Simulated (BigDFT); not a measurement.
A relaxation of the atoms of Mg2, dimer (Mg₂) with BigDFT.

All values come from this method and carry its errors: BigDFT 1.9.6 with PBE, Daubechies wavelet basis, HGH (Krack) norm-conserving potentials made for PBE, isolated boundary conditions.

```xyz
2

Mg    -1.5228     0.0000     0.0000
Mg     1.5228     0.0000     0.0000
```
Charge 0, spin multiplicity 1.

Reference input (self-consistent single point, DFT, PBE, Daubechies wavelet basis, HGH (Krack) norm-conserving potentials made for PBE, isolated boundary conditions): basis = Daubechies wavelets; dft.hgrids = 0.405 bohr; dft.rmult = 7 8; dft.ixc = 11; potentials = built-in HGH-K PBE; boundary_conditions = free; dft.gnrm_cv = 1e-04; dft.itermax = 80; dft.idsx = 6; dft.nrepmax = 3; dft.norbv = 4; dft.nvirt = 2. This run's input differs from it in these lines:

```diff
@@ -9,6 +9,7 @@
   nrepmax: 3
-  norbv: 4
-  nvirt: 2
-  gnrm_cv_virt: 1e-03
-  itermax_virt: 40
+geopt:
+  method: SQNM
+  ncount_cluster_x: 60
+  forcemax: 9.7e-04
+  frac_fluct: 0.0
 posinp:
```

The program printed (abridged):

```
  #------------------------------------------------------------------- Self-Consistent Cycle
 Ground State Optimization:
 - Hamiltonian Optimization: &itrp001
   - Subspace Optimization: &itrep001-01
       Wavefunctions Iterations:
 iter:  1, EKS: -1.64735936514189873E+00, gnrm:  5.23E-02, D:  3.45E-02,
 iter:  2, EKS: -1.65286886574049019E+00, gnrm:  2.26E-02, D: -5.51E-03,
 iter:  3, EKS: -1.65434961197562469E+00, gnrm:  1.20E-02, D: -1.48E-03,
 iter:  4, EKS: -1.65464547004265872E+00, gnrm:  5.73E-03, D: -2.96E-04,
 iter:  5, EKS: -1.65467081061965215E+00, gnrm:  1.78E-03, D: -2.53E-05,
 iter:  6, EKS: -1.65467631002384752E+00, gnrm:  1.05E-03, D: -5.50E-06,
 iter:  7, EKS: -1.65467694686928812E+00, gnrm:  3.32E-04, D: -6.37E-07,
 iter:  8, EKS: -1.65467705699294365E+00, gnrm:  1.60E-04, D: -1.10E-07,
 iter:  9, EKS: -1.65467709008264485E+00, gnrm:  1.06E-04, D: -3.31E-08,
 iter:  10, EKS: -1.65467709599852486E+00, gnrm:  2.80E-05, D: -5.92E-09,
       -  &FINAL001  { #---------------------------------------------------------- iter: 11
 iter:  11, EKS: -1.65467709743858893E+00, gnrm:  2.80E-05, D: -1.44E-09,  #FINAL
        #Eigenvalues and New Occupation Numbers
       Orbitals: [
 Last Iteration                        : *FINAL001
  #---------------------------------------------------------------------- Forces Calculation
 Total electronic charge               :  3.999999999989
 BigDFT infocode                       :  0
 Clean forces norm (Ha/Bohr): {maxval:  9.231359880509E-03, fnrm2:  1.704360104869E-04}
  #-------------------------------------------------------------------- Atomic Forces (Ha/Bohr)
 Atomic Forces (Ha/Bohr):
 -  {Mg: [-9.231359880509E-03, -6.617444900424E-24,  0.000000000000E+00]} # 0001
 -  {Mg: [ 9.231359880509E-03,  6.617444900424E-24,  0.000000000000E+00]} # 0002
 Energy (Hartree)                      : -1.65467709743858893E+00
   [... lines left out ...]
 BigDFT infocode                       :  0
 Energy (Hartree)                      : -1.65484497826207777E+00
 BigDFT infocode                       :  0
 Energy (Hartree)                      : -1.65744598669373167E+00
 BigDFT infocode                       :  0
 Energy (Hartree)                      : -1.65776020461480211E+00
 BigDFT infocode                       :  0
 Energy (Hartree)                      : -1.65788812045854117E+00
 BigDFT infocode                       :  0
 Energy (Hartree)                      : -1.65789741874664087E+00
   [... lines left out ...]
 End of minimization using             : SQNM
  #-------------------- This program used features described in the following reference papers.
  #----------------------- Bibtex version of the citations can be found in file "citations.bib"
 Citations:
   Schaefer2015:
     JOURNAL_REF:
       J. Chem. Phys. 142, 034112 (2015)
     DESCRIPTION:
       Geometry optimizers tailored for electronic structure calculations
```

The run converged. 

Summary of the result:
Total energy: -45.1138 eV
Highest occupied level: -4.15 eV

The grid can part forces that symmetry would make equal.

These are the values that this program gave, and no reference: the built-in potentials of some of these elements keep semicore shells in the core, which can shift energies, forces and lattice constants.

Cost on one core: roughly 110 core-seconds.
